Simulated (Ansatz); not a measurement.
LiCa2CuN2:
```cif
data_Ca4Cu2Li2N4
_chemical_formula_sum 'Li2 Ca4 Cu2 N4'
_space_group_name_H-M_alt 'P 1'
_space_group_IT_number 1
_cell_length_a 5.26083
_cell_length_b 5.26083
_cell_length_c 6.59354
_cell_angle_alpha 90.000
_cell_angle_beta 90.000
_cell_angle_gamma 90.000
loop_
_space_group_symop_operation_xyz
  'x, y, z'
loop_
_atom_site_label
_atom_site_type_symbol
_atom_site_fract_x
_atom_site_fract_y
_atom_site_fract_z
_atom_site_occupancy
Li1 Li 0.50000 0.50000 0.50000 1
Li2 Li 0.00000 0.00000 0.00000 1
Ca1 Ca 0.00000 0.50000 0.25000 1
Ca2 Ca 0.00000 0.50000 0.75000 1
Ca3 Ca 0.50000 0.00000 0.25000 1
Ca4 Ca 0.50000 0.00000 0.75000 1
Cu1 Cu 0.50000 0.50000 0.00000 1
Cu2 Cu 0.00000 0.00000 0.50000 1
N1 N 0.24773 0.75227 0.50000 1
N2 N 0.75227 0.24773 0.50000 1
N3 N 0.74773 0.74773 0.00000 1
N4 N 0.25227 0.25227 0.00000 1
```

Relaxed with r²SCAN.

Task: Tabulate the valence density and the electron localisation function along the shortest Ca–N contact (2.49 Å), the program Ansatz at the r²SCAN level (PAW).

Result: 

```csv
distance from Ca (Å),density (e/Å³),ELF
0.25,6.16,0.80
0.37,5.16,0.83
0.50,3.83,0.85
0.62,2.48,0.83
0.75,1.42,0.76
0.87,0.75,0.54
0.99,0.40,0.22
1.12,0.27,0.09
1.24,0.24,0.12
1.37,0.29,0.33
1.49,0.41,0.62
1.62,0.61,0.77
1.74,0.94,0.82
1.86,1.48,0.82
1.99,2.25,0.77
2.11,3.04,0.60
2.24,3.47,0.30
```

The density is the valence pseudo-density with augmentation charge, so density and ELF within about 1 Å of a nucleus are not all-electron values.

Space group P4_2/mnm. The workflow started from a Materials Project entry (that database holds measured and hypothetical structures alike); the Crystallography Open Database copy checked does not list it. With Li and Cu taken as one species the cell has the higher symmetry P4_2/mmc, so it may be an ordered model of a mixed-site phase. Whether it is the stable phase at ambient conditions was not checked. The r²SCAN relaxation kept the symmetry of its start; whether a distortion lowers the energy is not shown. The run is not spin-polarised.

Potentials: the later of the program's two PAW sets.
